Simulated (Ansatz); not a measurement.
Starting cell, SnO2 (rutile):

```
CELL_PARAMETERS angstrom
      4.76854     0.00000     0.00000
      0.00000     4.76854     0.00000
      0.00000     0.00000     3.21140
ATOMIC_POSITIONS crystal
  Sn 0.00000 0.00000 0.00000
  Sn 0.50000 0.50000 0.50000
  O  0.30630 0.30630 0.00000
  O  0.80630 0.19370 0.50000
  O  0.19370 0.80630 0.50000
  O  0.69370 0.69370 0.00000
```

In this cell atom 5 (O, nearest neighbour Sn at 2.066 Å; its periodic images, 3.2 Å or more away, move with it) is moved by s along Cartesian x, unit vector (1.000, 0.000, 0.000); all other atoms and the cell stay fixed.

Level of theory: PBEsol (plane waves to 420 eV, PAW, scalar-relativistic; Ansatz, an electronic-structure program). k mesh 6×6×8 (Γ-centred), Fermi-Dirac smearing 0.05 eV. The energy includes the smearing's −TS. F⊥ is the part of the force across the line. SnO2 was relaxed with its symmetry unable to fall. The PAW data are Ansatz's earlier set. The zero of ΔE is the undisplaced structure.

**Question.** Predict the ΔE (meV/cell) and |F⊥| (eV/Å) at s (Å) = -0.410, -0.328, -0.164, 0.164, 0.328.

**Answer.** 
```json
[
 {"s (Å)": "-0.410", "ΔE (meV/cell)": "937", "|F⊥| (eV/Å)": "3.366"},
 {"s (Å)": "-0.328", "ΔE (meV/cell)": "618", "|F⊥| (eV/Å)": "2.723"},
 {"s (Å)": "-0.164", "ΔE (meV/cell)": "163", "|F⊥| (eV/Å)": "1.408"},
 {"s (Å)": "0.164", "ΔE (meV/cell)": "179", "|F⊥| (eV/Å)": "1.697"},
 {"s (Å)": "0.328", "ΔE (meV/cell)": "746", "|F⊥| (eV/Å)": "4.023"}
]
```

(For displaced atoms, the force is minus the slope of the energy, and its curvature is a force constant, which sets phonon frequencies.)
